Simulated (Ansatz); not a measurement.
## Elastic constants of CaBe: input and output

Method: DFT PBE, scalar-relativistic, plane waves, PAW (Ansatz 0.2.0).

It can be run as:
```bash
ansatz run input.yaml --threads 1 --pin off --backend cpu --events-out ev --progress --plain --runs-dir out  # memory cap (--max-ram) not shown
```

Input (bare energies are in eV):
```yaml
crystal:
  lattice:
    - [2.107398872, 1.2167073061, 3.4203691853]
    - [-2.107398872, 1.2167073061, 3.4203691853]
    - [0.0, -2.4334146121, 3.4203691853]
  atoms:
    - { symbol: Ca, position: [0.5, 0.5, 0.5] }
    - { symbol: Be, position: [0.0, 0.0, 0.0] }
basis:
  ecutwfc: 420
kpoints:
  mp_grid: { grid: [12, 12, 12] }
hamiltonian:
  xc: pbe
scf:
  occupations: { method: fermi_dirac, width: 0.15 }
output:
  forces: true
  stress: true
  eigenvalues: true
elastic:
  mode: relaxed_ion
  amplitude: 0.005
```

From the output:
```
--- Elastic constants: 3 strain directions × 4 members + reference (group order 12) ---
  dense FFT box of the reference and of every strained cell: 30×30×30
  strains applied: 11, 33, 23; error gains: componentwise 1.00 (the most a stress slope's error grows in a printed constant), spectral 1.41 (1 for all six strains in a standard setting)
  C = ∂σ_k/∂η_j (tension-positive GPa; Voigt order 11 22 33 23 13 12):
        43.032     15.696     29.954    -20.240      0.000      0.000
        15.696     43.032     29.954     20.240      0.000      0.000
        29.946     29.946     28.257     -0.000      0.000      0.000
       -20.239     20.239     -0.000     27.943      0.000      0.000
        -0.000      0.000     -0.000      0.000     27.943    -20.239
         0.000     -0.000      0.000     -0.000    -20.240     13.668
  reference stress σ⁰ (GPa):     -0.002     -0.002      0.006      0.000     -0.000     -0.000
  C* (energy form; C + prestress term) asymmetry max|C*_kj − C*_jk| = 9.475e-4 GPa — a small one proves nothing (zero by symmetry where the batch's group is 432, −43m or m−3m); a large one is finite-difference/SCF noise where every solve ...
  moduli (Voigt/Reuss/Hill, GPa): K = 29.50/29.51/29.51   G = 16.49/-1.16/7.67   E = 21.17   ν = 0.380
  mechanically stable: NO (min eigenvalue of sym C = -1.52 GPa)
  strain η (Voigt 11):  stress-route row diagonal C_11 = 43.03 GPa, energy-path curvature d²(F+E_count+ΔE)/dδ²/Ω₀ = 43.03 GPa
    cells at ±δ against ±2δ: C11 43.04 and 43.05 GPa, apart by 0.03 % of the column's largest entry
         δ    σ_11 (GPa) F (eV) n_scf n_hpsi n_pw
    -1.000e-2      -0.4431       -1908.2308595       8  103064   1036   relax 0 steps, max|allowed force component| 0.00e0 eV/Å
    -5.000e-3      -0.2201       -1908.2314033       3   83132   1036   relax 0 steps, max|allowed force component| 2.47e-32 eV/Å
     5.000e-3       0.2102       -1908.2314145       3   81761   1052   relax 0 steps, max|allowed force component| 0.00e0 eV/Å
     1.000e-2       0.4179       -1908.2308983       6   90362   1056   relax 0 steps, max|allowed force component| 4.35e-29 eV/Å
  strain η (Voigt 33):  stress-route row diagonal C_33 = 28.26 GPa, energy-path curvature d²(F+E_count+ΔE)/dδ²/Ω₀ = 28.25 GPa
    cells at ±δ against ±2δ: C33 28.25 and 28.24 GPa, apart by 0.03 % of the column's largest entry
         δ    σ_33 (GPa) F (eV) n_scf n_hpsi n_pw
    -1.000e-2      -0.2791       -1908.2311400       8   40168   1035   relax 0 steps, max|allowed force component| 1.68e-29 eV/Å
    -5.000e-3      -0.1356       -1908.2314798       4   33972   1038   relax 0 steps, max|allowed force component| 1.70e-29 eV/Å
     5.000e-3       0.1470       -1908.2314598       3   32890   1056   relax 0 steps, max|allowed force component| 5.05e-29 eV/Å
     1.000e-2       0.2858       -1908.2311041       7   36636   1056   relax 0 steps, max|allowed force component| 8.73e-30 eV/Å
  strain η (Voigt 23):  stress-route row diagonal C_44 = 27.94 GPa, energy-path curvature d²(F+E_count+ΔE)/dδ²/Ω₀ = 27.94 GPa
    cells at ±δ against ±2δ: C24 20.24 and 20.24 GPa, apart by 0.01 % of the column's largest entry
         δ    σ_23 (GPa) F (eV) n_scf n_hpsi n_pw
    -1.000e-2      -0.2819       -1908.2311235       8  104254   1044   relax 0 steps, max|allowed force component| 5.05e-29 eV/Å
    -5.000e-3      -0.1403       -1908.2314707       3   79537   1041   relax 0 steps, max|allowed force component| 2.50e-29 eV/Å
     5.000e-3       0.1391       -1908.2314717       3   81308   1042   relax 0 steps, max|allowed force component| 2.54e-29 eV/Å
     1.000e-2       0.2769       -1908.2311303       6   87652   1042   relax 0 steps, max|allowed force component| 2.47e-32 eV/Å
```

The cell was built by swapping an element in a database structure (itself possibly hypothetical) and relaxing; it need not be the stable form of this composition. In a metal, frequencies and elastic constants depend on the k mesh and the smearing, soft modes and shear constants most.

As the tensor has a negative eigenvalue, the Reuss and Hill moduli of a polycrystal, and E and ν formed from them, have no physical meaning here.

The least eigenvalue is -1.5 GPa; in a metal on this mesh the verdict on stability isn't firm within about 20 GPa or a tenth of the bulk modulus.